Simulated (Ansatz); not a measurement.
Ti$_{2}$BiN:
```xyz
8
Lattice="3.2990 0.0000 0.0000 -1.6495 2.8570 0.0000 0.0000 0.0000 13.0572" Properties=species:S:1:pos:R:3 pbc="T T T"
Ti     0.0000     1.9047     7.4869
Ti     1.6495     0.9523     5.5703
Ti     1.6495     0.9523     0.9583
Ti     0.0000     1.9047    12.0989
Bi     0.0000     1.9047     3.2643
Bi     1.6495     0.9523     9.7929
N      0.0000     0.0000     0.0000
N      0.0000     0.0000     6.5286
```

Relaxed with r²SCAN.

### Question
Map the electron localisation function on the plane through (0.333, 0.667, 0.573) spanned by u = [0, 0, 1] and v = [1, -1, 0] in lattice vectors, from DFT-r²SCAN in the program Ansatz with PAW potentials.

### Answer
x is the fraction of u, y of v (the angle between them is 90°; rows are the nearest grid lines); atoms in the plane: Ti at (0.00, 0.00), Ti at (0.85, 0.33), Ti at (0.50, 0.33), Ti at (0.35, 0.00), Bi at (0.68, 0.00), Bi at (0.18, 0.33), N at (0.43, 0.67), N at (0.93, 0.67).
```
| -#..:::::..*+ -#:.==+*+- + -+**===:.#= |
| +#..:---:..**.=#.:==+*+=.. -+**===:.*+ |
|#%=.:-----:.-%#*:.-=:=*++=--++*=:-=-.:*#|
|=+:.-------..=+:.-+=:-**++++++*=:-=+-.:=|
|....-------.....=#%*::+++=+=+++-:-*##=..|
|. .:---:---:. .=%@@%::-+=====+=::=%@@@+.|
|#-...........:*@@+%@-..:::::::..:#@@+%@#|
|%-...........-#@#.*@-...........-#@#.*@%|
|%-...........-#@* +@-...........-#@* +@%|
|%-...........-#@%-#@-...........:#@%-#@%|
|+:.-=======-::+%@@@#..::-:::-::..:*@@@%+|
|=::=++===++=::-*%%*:...-------:...:+%%#=|
|-:-+*++++++*-:-+*+..-..-------..--..=*+-|
|-:=*++=-=++*=:-==..=#-.:-----:.-##+..-=-|
|=-+*+=. .-+*+=-=:.***#..:---:..*#:+#.:==|
|==+*+- = -+**===:.#==#..::-::..*+ -#:.==|
|==+*+- : -+**===:.#==#..:---:..*+ -#:.==|
|--+*+=. .=+*+---:.*##*..-----..+#=##.:--|
|. .+*+===+**:  .:.:*=..=+===++..=**:.:..|
|.  -*+++++*=. ...:.:. :*+===+*- .::.::..|
|+-..++===++:.-+=:::. .+*++=++*+.  .:::=+|
|%#-.-+===+-.:*#%=.::.-*++=--++*-..::.-#%|
|.+#..:---:..**.=#..=-+*+=.  -+*+===:.#+.|
| -#..:::::..*+ -#:.==+*+- + -+**===:.#= |
```
Scale: ten equal steps from 0.006 (start of ' ') to 0.814 (end of '@'), in the order ' .:-=+*#%@'; x runs from 0.000 to 1.00, y from 0.000 (bottom) to 1.00 (top).

The density is the valence pseudo-density with augmentation charge, so density and ELF within about 1 Å of a nucleus are not all-electron values.

Space group P6_3/mmc. The start of the workflow was typed in or built on a structure type; neither database checked (COD, Materials Project) lists it. Its standing as an ambient phase is unchecked. The r²SCAN relaxation kept the symmetry of its start; its stability against distortions is not shown here. The workflow began spin-polarised and lost its moments. Scalar-relativistic: spin–orbit coupling is off unless named, which matters more the heavier the elements.

Potentials: the later of the program's two PAW sets.
